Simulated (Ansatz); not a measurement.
Data sheet: MoS2 (DFT)

MoS2:
```xyz
6
Lattice="5.2640 0.0000 0.0000 0.0000 6.0223 0.0000 0.0000 0.0000 3.1585" Properties=species:S:1:pos:R:3 pbc="T T T"
Mo     0.0000     0.0000     0.0000
Mo     2.6320     3.0111     1.5793
S      1.0166     2.1691     0.0000
S      3.6486     0.8420     1.5793
S      1.6154     5.1803     1.5793
S      4.2474     3.8531     0.0000
```

Space group Pnnm (No. 58); conventional cell a = 5.264 Å, b = 6.022 Å, c = 3.159 Å, α = 90.00°, β = 90.00°, γ = 90.00°.

Method: DFT-PBE in the program Ansatz with PAW potentials. Geometry: relaxed at this level of theory. Other levels are named where they apply.

Cell and energy:

- Volume per atom: 16.69 Å³
- Density: 5.31 g/cm³
- Formation energy from the elements (no fitted shifts): -0.55 eV/atom

Electronic structure:

- Electronic character: metallic (no gap)
- Density of states at the Fermi level: 0.26 states/eV per atom (mean over ±0.08 eV)

Mechanics:

Bulk modulus (Birch–Murnaghan fit): 91.4 GPa
Pressure derivative B′: 8.5

A made-up cell: these elements were put on the sites of a structure type; neither database checked (COD, Materials Project) lists it. It is not the phase usual at ambient conditions (space group No. 160, 194). The cell was relaxed with PBE under the symmetry of its start; whether a distortion lowers the energy is not shown. The run is not spin-polarised. The references are the lowest solids computed at this level, not always the standard phases. Scalar-relativistic: spin–orbit coupling is off unless named, which matters more the heavier the elements.

Potentials: the later of the program's two PAW sets.
